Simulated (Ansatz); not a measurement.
CuI:
Space group F-43m (No. 216); a = b = c = 5.8612 Å, α = β = γ = 90.00°

```
atom  site  symmetry       x       y       z
----  ----  --------  ------  ------  ------
Cu      4c      -43m  0.2500  0.2500  0.2500
I       4a      -43m  0.0000  0.0000  0.0000
```
(The calculation used a cell of 2 atoms; values per cell refer to that cell.)

Relaxed with LDA.

**Question.** Which orbitals make up the states near the band edges in the program Ansatz at the LDA level (PAW)?

**Answer.** Top 1 eV of the valence band: Cu 3d 53 %, I 5p 43 %. Bottom 1 eV of the conduction band: Cu 4s 61 %, I 5s 18 %, I 5p 14 %. Projections are on Löwdin-orthogonalised atomic valence shells; empty p or d shells of many metals are not among them.

**Question.** Tabulate the density of states.

**Answer.** States/eV per cell of 2 atoms, in 0.25 eV bins, energy from the valence-band maximum.

```
E (eV)  total  Cu 3d  I 5p  Cu 4s
------  -----  -----  ----  -----
-7.85    0.00   0.00  0.00   0.00
-7.60    0.00   0.00  0.00   0.00
-7.35    0.00   0.00  0.00   0.00
-7.10    0.00   0.00  0.00   0.00
-6.85    0.00   0.00  0.00   0.00
-6.60    0.00   0.00  0.00   0.00
-6.35    0.00   0.00  0.00   0.00
-6.10    1.13   0.04  0.82   0.24
-5.85    3.79   0.19  2.67   0.85
-5.60    1.58   0.14  1.07   0.31
-5.35    0.60   0.10  0.38   0.09
-5.10    0.94   0.18  0.68   0.06
-4.85    1.76   0.34  1.32   0.07
-4.60    2.01   0.48  1.43   0.06
-4.35    2.77   0.86  1.83   0.04
-4.10    9.42   3.57  5.73   0.01
-3.85    0.00   0.00  0.00   0.00
-3.60    0.00   0.00  0.00   0.00
-3.35    0.00   0.00  0.00   0.00
-3.10    0.00   0.00  0.00   0.00
-2.85    0.00   0.00  0.00   0.00
-2.60    1.75   1.70  0.02   0.01
-2.35   15.51  15.22  0.09   0.06
-2.10    5.02   4.57  0.23   0.07
-1.85    4.06   3.38  0.50   0.04
-1.60    3.90   2.91  0.83   0.04
-1.35    3.24   2.16  0.94   0.03
-1.10    2.72   1.62  0.98   0.02
-0.85    1.91   1.05  0.78   0.02
-0.60    1.07   0.55  0.48   0.01
-0.35    0.64   0.31  0.31   0.00
-0.10    0.20   0.09  0.10   0.00
0.15     0.00   0.00  0.00   0.00
0.40     0.00   0.00  0.00   0.00
0.65     0.00   0.00  0.00   0.00
0.90     0.00   0.00  0.00   0.00
1.15     0.00   0.00  0.00   0.00
1.40     0.00   0.00  0.00   0.00
1.65     0.02   0.00  0.00   0.01
1.90     0.04   0.00  0.01   0.03
2.15     0.10   0.00  0.02   0.06
2.40     0.45   0.01  0.07   0.23
2.65     0.88   0.02  0.11   0.33
2.90     1.33   0.02  0.17   0.43
3.15     2.19   0.04  0.32   0.71
3.40     1.83   0.03  0.28   0.62
3.65     1.37   0.02  0.21   0.44
3.90     1.06   0.01  0.15   0.29
4.15     0.95   0.01  0.11   0.22
4.40     0.91   0.01  0.08   0.15
4.65     1.99   0.02  0.15   0.26
4.90     1.90   0.01  0.14   0.23
5.15     1.18   0.01  0.07   0.12
5.40     1.09   0.01  0.03   0.03
5.65     2.11   0.01  0.06   0.06
5.90     1.89   0.01  0.05   0.07
```

Symmetry was held in the LDA relaxation; phonons on a q-mesh show no instability. The run is not spin-polarised. Spin–orbit coupling is left out wherever it is not named.

Potentials: the earlier of the program's two PAW sets.
